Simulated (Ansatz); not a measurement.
Here is an unrelaxed guess for Y₃Mg₂I₂.

Space group P6/mmm (No. 191). a = 5.051 Å, b = 5.051 Å, c = 10.546 Å, α = 90.00°, β = 90.00°, γ = 120.00°
| atom | site | symmetry | x | y | z |
| --- | --- | --- | --- | --- | --- |
| Y | 2e | 6mm | 0.0000 | 0.0000 | 0.3598 |
| Y | 1a | 6/mmm | 0.0000 | 0.0000 | 0.0000 |
| Mg | 2d | -6m2 | 0.3333 | 0.6667 | 0.5000 |
| I | 2c | -6m2 | 0.3333 | 0.6667 | 0.0000 |

Computed with DFT PBE, scalar-relativistic, plane waves, PAW (Ansatz 0.2.0). Plane waves to 420 eV, a k mesh through Γ of 6×6×2 on the computed 7-atom cell and Gaussian smearing (0.10 eV); no spin polarisation.

Formation energies are uncorrected and refer to the elements' standard structures at the same level.

Question: What does a single point on this coarse mesh give?

Answer: The pressure is 10.2 GPa (the mean over three directions, positive in compression), the largest force is 1.27 eV/Å, and the energy is +0.36 eV/atom against the elements. The shortest distance is 2.92 Å.

Question: Is it a good guess?

Answer: A rough one: relaxing gains about 0.29 eV/atom (the start's value is from the coarse mesh, so the gain is rough) in 10 ionic steps and ends at +0.08 eV/atom on the finer mesh. The symmetry stays P6/mmm (No. 191). The volume per atom grows by 17.7 %, from 33.3 to 39.2 Å³. The shortest distance goes from 2.92 Å (Y–I, I–I and Mg–Mg) to 3.08 Å (Y–Y). The ratio c/a of the conventional cell changes by a factor of 0.88. Conventional cell: a = 5.575 Å, c = 10.190 Å. Y on a site of symmetry 6mm has 1 Y at 3.08 Å, 1 Y at 3.55 Å and 6 Mg at 3.57 Å; around Mg lie 3 Mg at 3.22 Å and 6 Y at 3.57 Å; I is surrounded by 3 Y at 3.22 Å and 3 I at 3.22 Å; 1 more site not described.

The last run used a 12×12×4 mesh (in the run's order of axes) for its 7-atom cell and Gaussian smearing of 0.10 eV. These runs have no spin–orbit coupling, which can matter for I. An odd number of electrons in the primitive cell allows no gap without spin; a larger cell or a magnetic state could open one. The cell is a metal run without spin; a magnetic state may lie lower. The reference form of I is held partly by dispersion forces, which this level lacks. The relaxation can't lower the symmetry of the start, and the grade says only how near the guess is to its own end. A later test with randomly moved atoms led to a structure 342 meV/atom lower, so this end is a saddle point or a shallow minimum.
